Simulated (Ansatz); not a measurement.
Total density of states per atom from LDA in the plane-wave PAW code Ansatz, in 0.25 eV bins, energy from the Fermi level:

(E (eV), states/eV/atom): (-5.70, 0.00); (-5.45, 0.03); (-5.20, 0.05); (-4.95, 0.07); (-4.70, 0.09); (-4.45, 0.11); (-4.20, 0.13); (-3.95, 0.16); (-3.70, 0.21); (-3.45, 0.31); (-3.20, 0.37); (-2.95, 1.10); (-2.70, 0.98); (-2.45, 1.11); (-2.20, 1.25); (-1.95, 1.23); (-1.70, 1.35); (-1.45, 1.39); (-1.20, 1.05); (-0.95, 1.25); (-0.70, 1.50); (-0.45, 1.36); (-0.20, 0.63); (0.05, 1.09); (0.30, 1.34); (0.55, 1.14); (0.80, 1.06); (1.05, 1.48); (1.30, 1.95); (1.55, 1.96); (1.80, 1.36); (2.05, 1.04)

### Question
Pick the material that matches.
A. Al, fcc (Cu type)
B. ZrIr, Cmcm (Zr on 4c, Ir on 4c)
C. Zr, P6/mmm (Zr on 1b, Zr on 2c)
D. Ti, P6/mmm (Ti on 1a, Ti on 2d)

### Answer
C, Zr, P6/mmm (Zr on 1b, Zr on 2c). Within 0.5 eV of the Fermi level: Zr 4d 89 %, Zr 5s 6 %. Projections are on Löwdin-orthogonalised atomic valence shells; empty p or d shells of many metals are not among them.

This is a known high-pressure phase of the composition, computed here at zero pressure and temperature. The LDA relaxation kept the symmetry of its start; its stability against distortions is not shown here. No spin polarisation was allowed. Scalar-relativistic: spin–orbit coupling is off unless named, which matters more the heavier the elements.

Potentials: the earlier of the program's two PAW sets. The files were generated under PBE; for other functionals the program regenerates the frozen cores, and for LDA and PBEsol the local potential too.
